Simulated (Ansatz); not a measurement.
Input:

Sb (A7 type, space group R-3m)

```xyz
2
Lattice="2.1608 1.2475 3.6797 -2.1608 1.2475 3.6797 0.0000 -2.4951 3.6797" Properties=species:S:1:pos:R:3 pbc="T T T"
Sb     0.0000     0.0000     2.6095
Sb     0.0000     0.0000     8.4295
```

Equation-of-state scan: isotropic scaling of the cell above, V₀ being its volume. The atoms relax within the cell's symmetry.

Calculation: PBE-D3(BJ) (plane waves to 420 eV, PAW, scalar-relativistic; Ansatz, an electronic-structure program). k mesh 13×13×13 (Γ-centred), Fermi-Dirac smearing 0.05 eV. The energy includes the smearing's −TS. Stress and pressure are positive under compression. With the shape held, the modulus is that of even scaling; a crystal free to change shape is softer. Sb was relaxed with its symmetry unable to fall. Spin-orbit coupling is left out, though Sb is heavy. The PAW data are Ansatz's earlier set. ΔE is measured from the relaxed starting cell.

The scan covers V/V₀ from 0.840 to 1.160 in 9 points.

**Question.** What is the fitted pressure derivative B₀′?

**Answer.** 3.9.

**Question.** What bulk modulus at fixed cell shape B₀ follows from a third-order Birch-Murnaghan fit?

**Answer.** 45.0 GPa.

(A scan under strain: stresses follow from slopes of the energy per volume, elastic moduli from its curvatures.)
